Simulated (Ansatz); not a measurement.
Here is the system:

TaSiPt:
```
CELL_PARAMETERS angstrom
      6.43408     0.00000     0.00000
      0.00000     3.80258     0.00000
      0.00000     0.00000     7.39446
ATOMIC_POSITIONS crystal
  Ta 0.52564 0.25000 0.83803
  Ta 0.47436 0.75000 0.16197
  Ta 0.97436 0.75000 0.33803
  Ta 0.02564 0.25000 0.66197
  Si 0.77059 0.25000 0.12600
  Si 0.22941 0.75000 0.87400
  Si 0.72941 0.75000 0.62600
  Si 0.27059 0.25000 0.37400
  Pt 0.65251 0.25000 0.43124
  Pt 0.34749 0.75000 0.56876
  Pt 0.84749 0.75000 0.93124
  Pt 0.15251 0.25000 0.06876
```

This is the r²SCAN-relaxed structure.

Question: All from r²SCAN in the plane-wave PAW code Ansatz, unless another level is named. Give the electronic character.

Answer: metallic (no gap).

Question: What about the density of states at the Fermi level?

Answer: 0.46 states/eV per atom (mean over ±0.08 eV).

Question: What about the formation energy from the elements (no fitted shifts)?

Answer: -73 kJ/mol-atom.

Space group Pnma. The workflow started from a Materials Project entry (that database holds measured and hypothetical structures alike); the Crystallography Open Database copy checked does not list it. Whether it is the stable phase at ambient conditions was not checked. The cell was relaxed with r²SCAN under the symmetry of its start; whether a distortion lowers the energy is not shown. No spin polarisation was allowed. The references are the lowest solids computed at this level, not always the standard phases. Scalar-relativistic: spin–orbit coupling is off unless named, which matters more the heavier the elements.

Potentials: the later of the program's two PAW sets.
